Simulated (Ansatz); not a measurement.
Values for one crystal, relaxed and computed with PBEsol in the plane-wave PAW code Ansatz; other levels are named.

| Item | Value |
|---|---|
| Volume per atom | 17.02 Å³ |
| Electronic character | no gap, with almost no states at the Fermi level (zero-gap or semimetallic) |
| Density of states at the Fermi level | 0.01 states/eV per atom (mean over ±0.08 eV) |
| Bulk modulus (Birch–Murnaghan fit) | 189 GPa |
| Formation energy from the elements (no fitted shifts) | -0.61 eV/atom |
| Pressure derivative B′ | 4.3 |

Q: Which of these materials gives this?
A) GaAs, NiAs type
B) GaAs, P6_222 (Ga on 3d, As on 3c)
C) TaAs, I4_1md (Ta on 4a, As on 4a)
D) TaC, rock salt

A: C, TaAs, I4_1md (Ta on 4a, As on 4a)

The PBEsol relaxation kept the symmetry of its start. The run is not spin-polarised. A small band overlap can be real or an error of a semilocal functional. The references are the lowest solids computed at this level, not always the standard phases. Spin–orbit coupling is left out wherever it is not named.

Potentials: the later of the program's two PAW sets.
